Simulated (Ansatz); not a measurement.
Values for one crystal, relaxed and computed with the program Ansatz at the PBE level (PAW); other levels are named.

```yaml
volume_per_atom: 17.88 Å³
band_gap: 2.76 eV (indirect)
valence_band_maximum: at Γ
Bulk modulus (Birch–Murnaghan fit): 73.9 GPa
Hole effective mass, band 2 of 3 at the edge: 0.97 along [100], 0.97 along [110], 2.4 along [111] (mₑ)
Pressure derivative B′: 4.1
Hole effective mass, band 3 of 3 at the edge: 0.25 along [100], 0.20 along [110], 0.19 along [111] (mₑ)
```

Question: Pick the material that matches.
A) KI, rock salt
B) MgS, rock salt
C) PbS, rock salt
D) CaO, rock salt

Answer: B, MgS, rock salt

Space group Fm-3m (rock salt). The PBE relaxation kept the symmetry of its start.

Potentials: the later of the program's two PAW sets.
